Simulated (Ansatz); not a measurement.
Squeezing LiMg

```yaml
crystal:
  lattice:
    - [1.54575, 0.89244, 5.08105]
    - [-1.54575, 0.89244, 5.08105]
    - [0.00000, -1.78488, 5.08105]
  atoms:
    - { symbol: Li, position: [0.00000, 0.00000, 0.00000] }
    - { symbol: Mg, position: [0.50000, 0.50000, 0.50000] }
```

The base volume is that of a database entry, with shape and atoms relaxed on PAW files at held volume, so it needn't be at zero pressure; the structure needn't be the stable phase, at rest or compressed.

Its volume is scaled, and at each volume shape and atoms are relaxed on PAW files; all methods then take that cell.

Computed with Ansatz 0.2.0; functional PBEsol, scalar-relativistic. Settings: a Γ-centred 14×14×14 k mesh, Fermi–Dirac smearing of 0.05 eV, no spin polarisation. Methods: LAPW: all electrons, basis error target 1 meV/atom; PAW: frozen-core files, cutoff 420 eV; norm-conserving: pseudopotentials, cutoff 1143 eV.

Energies are extrapolated to zero smearing and count from the unscaled cell; pressure is positive in compression; gaps take the mesh and a band path. No temperature or zero-point motion is included.

The PAW files were made under PBE.

| V/V0 | V (Å³/atom) | P LAPW (GPa) | ΔE LAPW (eV/atom) | P PAW − LAPW (GPa) | ΔE PAW − LAPW (meV/atom) | space group | shortest distance (Å) |
| --- | --- | --- | --- | --- | --- | --- | --- |
| 1.00 | 21.03 | -0.19 | 0.000 | 0.01 | 0.0 | R-3m | 3.092 |
| 0.90 | 18.92 | 2.95 | 0.016 | 0.01 | 0.2 | R-3m | 2.987 |
| 0.55 | 11.57 | 42.4 | 0.786 | -0.01 | 0.4 | R-3m | ? |
| 0.50 | 10.51 | 58.0 | 1.113 | -0.03 | 0.3 | R-3m | 2.361 |

(1) Fill in "shortest distance (Å)" for the row "0.55".

(2) From the table, what is the rise of the enthalpy H = E + pV up to the last row, and how stiff is the crystal between the last two rows?

(3) At the smallest volume, how far does norm-conserving lie from LAPW in pressure?

(4) How do the Löwdin populations by LAPW change from the unscaled cell to the last row?

## Answers

(1) 2.457.

(2) ΔH = 1.113 eV + (58.0 GPa × 10.51 Å³ + 0.19 GPa × 21.03 Å³) × 0.006242 eV/(GPa·Å³) = 4.94 eV/atom, of which pV makes 77 %. The mean bulk modulus there is −ΔP/Δln V = 164 GPa.

(3) norm-conserving: +0.32 GPa, on a LAPW pressure of 58.0 GPa.

(4) Li 2s 1.06 → 1.13 electrons an atom. These are projections on the shells that the free atoms fill; 0.58 e a cell lies outside them at the start and 0.53 e at the end.
